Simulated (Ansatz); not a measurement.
C (space group P6_3/mmc)

```xyz
4
Lattice="2.4449 0.0000 0.0000 -1.2225 2.1174 0.0000 0.0000 0.0000 6.6368" Properties=species:S:1:pos:R:3 pbc="T T T"
C      0.0000     0.0000     1.6592
C      0.0000     0.0000     4.9776
C      0.0000     1.4116     1.6592
C      1.2225     0.7058     4.9776
```

The atoms are displaced by Q × the pattern below (from a DFPT mode at Γ, largest move 1; Q in Å), at fixed cell.

```csv
atom,x,y,z
C1,0.000,0.000,-1.000
C2,0.000,0.000,1.000
C3,0.000,0.000,-0.994
C4,0.000,0.000,0.994
```

Method: LDA (plane waves to 420 eV, PAW, scalar-relativistic; Ansatz, a program for electronic structure). k mesh 15×15×5 (Γ-centred), Fermi-Dirac smearing 0.05 eV. Energies are smeared free energies. With partly filled bands, energies and forces of such displacements shift with the k mesh and the smearing. C was relaxed with its symmetry unable to fall. The zero of ΔE is the undisplaced structure.

```json
[
 {"Q (Å)": "-0.180", "ΔE (eV/cell)": "0.0419"},
 {"Q (Å)": "-0.120", "ΔE (eV/cell)": "0.0168"},
 {"Q (Å)": "-0.060", "ΔE (eV/cell)": "0.0039"},
 {"Q (Å)": "0.000", "ΔE (eV/cell)": "0.0000"},
 {"Q (Å)": "0.060", "ΔE (eV/cell)": "0.0039"},
 {"Q (Å)": "0.120", "ΔE (eV/cell)": "0.0168"},
 {"Q (Å)": "0.180", "ΔE (eV/cell)": "0.0419"}
]
```

Q: Which DFPT wavenumber at Γ belongs to this mode?
(A) 885 cm⁻¹
(B) 44 cm⁻¹
(C) 114 cm⁻¹
(D) 1602 cm⁻¹

A: C, 114 cm⁻¹. The curvature of the scan gives 109 cm⁻¹

(A displaced cell: forces are minus the slopes of the energy, force constants its curvatures, and phonons follow from these.)
